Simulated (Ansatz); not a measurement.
AlNi (CsCl type, Pm-3m) at seven volumes, PBEsol in the plane-wave PAW code Ansatz, scaled uniformly. One row is withheld.

```csv
V (Å³/atom),P (GPa)
10.671,20.01
11.022,12.24
11.374,?
11.726,0.00
12.078,-4.80
12.429,-8.89
12.781,-12.38
```

Question: Fit the shown pressures and predict the withheld one.

Answer: P = (3/2)B₀(x^(7/2) − x^(5/2))[1 + (3/4)(B′ − 4)(x − 1)] with x = (V₀/V)^(2/3). Least squares on the six rows gives V₀ = 11.726 Å³/atom, B₀ = 173 GPa, B′ = 4.32. At V = 11.374, x = 1.0205 and P = 5.63 GPa. The run itself gave 5.63 GPa.

The cell was relaxed with PBEsol under the symmetry of its start. The workflow began spin-polarised and lost its moments.

Potentials: the later of the program's two PAW sets.
